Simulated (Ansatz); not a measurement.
Computed with Ansatz 0.2.0, DFT PBE, scalar-relativistic, plane waves, PAW. All cells share a 420 eV cutoff and Γ-centred k meshes spaced at most about 0.3 Å⁻¹ (about 0.25 or finer for metals, 2π included). No spin polarisation in the final relaxations.

Temperature and zero-point effects are left out. All come from trial cells, and lower structures may exist.

Question: Which of these relaxed structures of Sn3GeTe4 is the lowest in energy?
A.

Space group P4/mmm (No. 123). a = 4.472 Å, b = 4.472 Å, c = 12.624 Å, α = 90.00°, β = 90.00°, γ = 90.00°
```
atom  site  symmetry       x       y       z
  Sn    1a     4/mmm  0.0000  0.0000  0.0000
  Sn    2h       4mm  0.5000  0.5000  0.2529
  Ge    1b     4/mmm  0.0000  0.0000  0.5000
  Te    2g       4mm  0.0000  0.0000  0.2586
  Te    1d     4/mmm  0.5000  0.5000  0.5000
  Te    1c     4/mmm  0.5000  0.5000  0.0000
```

B.

Space group Pm (No. 6). a = 4.568 Å, b = 4.448 Å, c = 12.728 Å, α = 90.00°, β = 91.58°, γ = 90.00°
| atom | site | symmetry | x | y | z |
| --- | --- | --- | --- | --- | --- |
| Sn | 1a | m | 0.0141 | 0.0000 | 0.9914 |
| Sn | 1b | m | 0.5038 | 0.5000 | 0.7453 |
| Sn | 1b | m | 0.5226 | 0.5000 | 0.2494 |
| Ge | 1a | m | 0.0537 | 0.0000 | 0.4903 |
| Te | 1a | m | 0.9727 | 0.0000 | 0.7503 |
| Te | 1b | m | 0.4590 | 0.5000 | 0.5033 |
| Te | 1a | m | 0.9910 | 0.0000 | 0.2647 |
| Te | 1b | m | 0.4831 | 0.5000 | 0.0054 |

Answer: B. It has Sn and Ge ordered on rock salt sites, space group Pm (No. 6); the next, A, with Sn and Ge ordered on rock salt sites, space group P4/mmm (No. 123), lies 11 meV/atom higher. Counting Ge or Te atoms around Sn (for each partner element, those within 1.25 times its shortest distance or 1.15 times the sum of covalent radii, where it is the nearest in units of that sum or under 1.3), the lowest and the next both have Sn 6.

These runs have no spin–orbit coupling, which can matter for Te. Cells relaxed within their symmetry can be saddle points. The Pm cell of Sn3GeTe4 came from shaking the P4/mmm one. Some types were kept out of the candidates beforehand, so the set may lack a known form.
